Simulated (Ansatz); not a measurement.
Relaxed-ion elastic tensor of SiGe in space group R-3m (No. 166; Si on 6c, Ge on 6c) in GPa (Voigt order), r²SCAN in the plane-wave PAW code Ansatz; density 3.92 g/cm³, 21.34 Å³ per atom.

```
  177   43.3   33.3  -13.1    0.0    0.0
 43.3    177   33.3   13.1    0.0    0.0
 33.3   33.3    185    0.0    0.0    0.0
-13.1   13.1    0.0   56.9    0.0    0.0
  0.0    0.0    0.0    0.0   56.9  -13.1
  0.0    0.0    0.0    0.0  -13.1   67.1
```

Is the crystal mechanically stable?

Yes: the smallest eigenvalue of C is 47.9 GPa.

Work out the Voigt, Reuss and Hill averages.

K_V = 84.3, K_R = 84.3, K_H = 84.3; G_V = 64.8, G_R = 61.6, G_H = 63.2 GPa.

Give Young's modulus, Poisson's ratio, Pugh's ratio and the universal anisotropy index.

E = 9KG/(3K + G) = 152 GPa; ν = 0.20; K/G = 1.33 (brittle by the Pugh limit of 1.75); A_U = 5G_V/G_R + K_V/K_R − 6 = 0.26.

Estimate the sound speeds and the Debye temperature.

v_l = √((K + 4G/3)/ρ) = 6560 m/s, v_t = √(G/ρ) = 4020 m/s, mean 4430 m/s; Θ = (h/k)(3n/4πV)^(1/3) v_m = 476 K.

Solve the Christoffel equation for the three sound speeds along x, y, z.

Eigenvalues of C_ijkl n_j n_l equal ρv². In km/s, slowest first: x 3.50, 4.41, 6.73; y 3.76, 4.14, 6.76; z 3.81, 3.81, 6.86.

How much does each axis shrink under pressure?

Linear compressibilities β_i = Σ_j S_ij (j = 1 to 3): x 3.9, y 3.9, z 4.0 per TPa.

The start of the workflow was typed in or built on a structure type; neither database checked (COD, Materials Project) lists it. Its standing as an ambient phase is unchecked. Symmetry was held in the r²SCAN relaxation; whether a distortion lowers the energy is not shown.

Potentials: the later of the program's two PAW sets.
